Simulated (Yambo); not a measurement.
**How GW settings move the gap: Sr₂H₃I**

G0W0@PBEsol for Sr₂H₃I (space group P-3m1, No. 164) in Yambo. Reference settings: 3×3×2 Γ-centred k mesh, 214 bands and a 8 Ry block in the screening, 214 bands in G with the Bruneval-Gonze terminator, plasmon pole fitted at 27.2 eV. The PBEsol gap A → K on this mesh is 1.99 eV; G0W0 gaps are taken between the same points.

```json
[
 {"change from the reference": "reference settings", "G0W0 gap A → K (eV)": "3.72", "shift of the valence edge (eV)": "-1.13", "rough Yambo cost": "1"},
 {"change from the reference": "163 bands in W, 163 bands in G", "G0W0 gap A → K (eV)": "3.70", "shift of the valence edge (eV)": "-1.08", "rough Yambo cost": "within a factor of two"},
 {"change from the reference": "wavefunctions cut at 10 Ry", "G0W0 gap A → K (eV)": "3.65", "shift of the valence edge (eV)": "-1.07", "rough Yambo cost": "about 1/3"},
 {"change from the reference": "wavefunctions cut at 50 Ry", "G0W0 gap A → K (eV)": "3.72", "shift of the valence edge (eV)": "-1.13", "rough Yambo cost": "about 1/2"},
 {"change from the reference": "wavefunctions cut at 20 Ry", "G0W0 gap A → K (eV)": "3.71", "shift of the valence edge (eV)": "-1.13", "rough Yambo cost": "within a factor of two"},
 {"change from the reference": "exchange cut at 40 Ry", "G0W0 gap A → K (eV)": "3.72", "shift of the valence edge (eV)": "-1.13", "rough Yambo cost": "–"},
 {"change from the reference": "43 bands in W, 43 bands in G, 3 Ry block", "G0W0 gap A → K (eV)": "3.60", "shift of the valence edge (eV)": "-0.47", "rough Yambo cost": "about 1/7"},
 {"change from the reference": "74 bands in W, 74 bands in G, 3 Ry block", "G0W0 gap A → K (eV)": "3.50", "shift of the valence edge (eV)": "-0.68", "rough Yambo cost": "about 1/5"},
 {"change from the reference": "74 bands in W, 74 bands in G, 6 Ry block", "G0W0 gap A → K (eV)": "3.63", "shift of the valence edge (eV)": "-0.79", "rough Yambo cost": "about 1/4"},
 {"change from the reference": "74 bands in W, 74 bands in G, 5 Ry block", "G0W0 gap A → K (eV)": "3.59", "shift of the valence edge (eV)": "-0.75", "rough Yambo cost": "about 1/4"},
 {"change from the reference": "113 bands in W, 113 bands in G, 2 Ry block", "G0W0 gap A → K (eV)": "3.41", "shift of the valence edge (eV)": "-0.69", "rough Yambo cost": "about 1/3"},
 {"change from the reference": "2 Ry block", "G0W0 gap A → K (eV)": "3.40", "shift of the valence edge (eV)": "-0.72", "rough Yambo cost": "within a factor of two"},
 {"change from the reference": "3 Ry block", "G0W0 gap A → K (eV)": "3.45", "shift of the valence edge (eV)": "-0.84", "rough Yambo cost": "within a factor of two"},
 {"change from the reference": "113 bands in W, 113 bands in G, no terminator", "G0W0 gap A → K (eV)": "3.69", "shift of the valence edge (eV)": "-0.85", "rough Yambo cost": "about 1/3"},
 {"change from the reference": "163 bands in W, 163 bands in G, 3 Ry block, no terminator", "G0W0 gap A → K (eV)": "3.46", "shift of the valence edge (eV)": "-0.80", "rough Yambo cost": "about 1/3"}
]
```

The reference isn't shown to be the converged limit. Costs are rough (shared machines), scaled to the same edge states, and given only for runs that recompute the screening. The mesh misses a band edge: along a dense path the PBEsol gap is 1.89 eV against 1.99 eV on the mesh.

Spin-orbit coupling is left out, which matters for elements this heavy: edges can move by tenths of an eV.

Geometry of the Materials Project entry, not relaxed at this level; primitive cell a = 4.243 Å, b = 4.243 Å, c = 7.683 Å, α = 90.00°, β = 90.00°, γ = 120.00°.

The structure is a Materials Project entry; no match was found in the copy of COD used, and its stability was not checked.

A shift is the quasiparticle energy of the state minus its PBEsol energy.
